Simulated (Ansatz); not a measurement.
CaSe (rock salt), relaxed and computed with several functionals in Ansatz (plane waves, PAW). Much of their spread follows the volume that each gives.

```tsv
functional	V (Å³/atom)	B₀ by P(V) fit (GPa)
r²SCAN	26.13	52.0
PBE	26.44	47.8
HSE06	26.23	?
LDA	24.27	57.3
```

Question: Fit a straight line to ln B₀ against ln V and predict the withheld value.

Answer: Least squares on the 3 shown rows: ln B₀ = -1.83 × ln V + (9.889), with a scatter of 3 %. For HSE06 this gives 49.9. The run itself gave 50.7, within the scatter.

All cells were relaxed under the symmetry of their starts (and spin orders); stability against distortions was not tested throughout. Spin–orbit coupling is left out wherever it is not named.

Potentials: the later of the program's two PAW sets.

Ansatz (an electronic-structure program) is a plane-wave DFT program.
